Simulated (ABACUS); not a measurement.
Input and output of a self-consistent single point for ZnS (F-43m, 2 atoms in the cell; from Materials Project mp-10695, changed as shown) (ABACUS).

Method: PBE, PseudoDojo 0.5 standard norm-conserving PBE (tails mended) pseudopotentials (plane waves; ABACUS).

The change in words: volume scaled by 1.02. Reference geometry (F-43m):
```
CELL_PARAMETERS angstrom
      0.00000     2.69368     2.69368
      2.69368     0.00000     2.69368
      2.69368     2.69368     0.00000
ATOMIC_POSITIONS crystal
  Zn 0.00000 0.00000 0.00000
  S  0.25000 0.25000 0.25000
```

Reference input (self-consistent single point, DFT, PBE, plane waves, PseudoDojo 0.5 standard norm-conserving PBE (tails mended) pseudopotentials): KPT = MP 7 7 7 0 0 0; basis_type = pw; dft_functional = PBE; ecutwfc = 84 Ry; smearing_method = fixed; potentials = PseudoDojo 0.5 standard norm-conserving PBE (tails mended); symmetry = 1; ks_solver = dav; scf_nmax = 100; scf_thr = 1.0e-09 Ry; mixing_type = broyden; mixing_beta = 0.4. This run's input differs from it in these lines:

```diff
@@ -27,5 +27,5 @@
 LATTICE_VECTORS
-   0.0000000000    2.6936850000    2.6936850000
-   2.6936850000    0.0000000000    2.6936850000
-   2.6936850000    2.6936850000    0.0000000000
+   0.0000000000    2.7115250000    2.7115250000
+   2.7115250000    0.0000000000    2.7115250000
+   2.7115250000    2.7115250000    0.0000000000
 
@@ -42,3 +42,3 @@
 1
-   1.3468425000    1.3468425000    1.3468425000 1 1 1
+   1.3557625000    1.3557625000    1.3557625000 1 1 1
 # file: KPT
```

Log, with long lists cut:

```
 SELF-CONSISTENT
 -------------------------------------------
                                 init_chg = atomic

 PW ALGORITHM --------------- ION=   1  ELEC=   1--------------------------------
 Notice: Threshold on eigenvalues was too large.

 Density error is 0.100697443293
                          Error Threshold = 0.000383351008292
 E_KohnSham     -440.2007411299      -5989.2383431901
 E_Fermi        0.4859286442         6.6113983829

 PW ALGORITHM --------------- ION=   1  ELEC=   2--------------------------------

 Density error is 0.00984866184735
                          Error Threshold = 0.00038729785882
   [... lines left out ...]

 Density error is 3.01214437533e-09
                          Error Threshold = 1.10797908884e-10
 E_KohnSham     -440.2120431413      -5989.3921149432
 E_Fermi        0.5255334153         7.1502489380

 PW ALGORITHM --------------- ION=   1  ELEC=  10--------------------------------

 Density error is 6.11778508022e-10
                          Error Threshold = 1.15851706743e-11
 E_KohnSham     -440.2120431411      -5989.3921149413
 E_KS(sigma->0) -440.2120431411      -5989.3921149413
 E_entropy(-TS) 0.0000000000         0.0000000000
 E_Fermi        0.5255325539         7.1502372175
 charge density convergence is achieved
 final etot is -5989.3921149 eV
 EFERMI = 7.1502372175 eV

 STATE ENERGY(eV) AND OCCUPATIONS    NSPIN == 1
   [... 20 lines left out ...]

 TOTAL-FORCE (eV/Angstrom)
                       Zn1         0.0000000000         0.0000000000         0.0000000000
                        S1         0.0000000000         0.0000000000         0.0000000000

 TOTAL-STRESS (KBAR)
         7.8128092922        -0.0000000000         0.0000000000
        -0.0000000000         7.8128092922         0.0000000000
        -0.0000000000         0.0000000000         7.8128092922
 TOTAL-PRESSURE: 7.812809 KBAR

 --------------------------------------------
 !FINAL_ETOT_IS -5989.3921149412944942 eV
 --------------------------------------------
```

The run converged in 10 iterations. Against the reference run the free energy falls by 3.8 meV/atom and the pressure goes from 2.29 to 0.78 GPa.

The structure comes from a collection of computed structures, made at another level of theory; the collection holds predicted forms beside known ones.

Cost on one core: around 50 core-seconds (rough).

“Tails mended”: in these copies of the files the far tail of each local potential was reset to the Coulomb form.
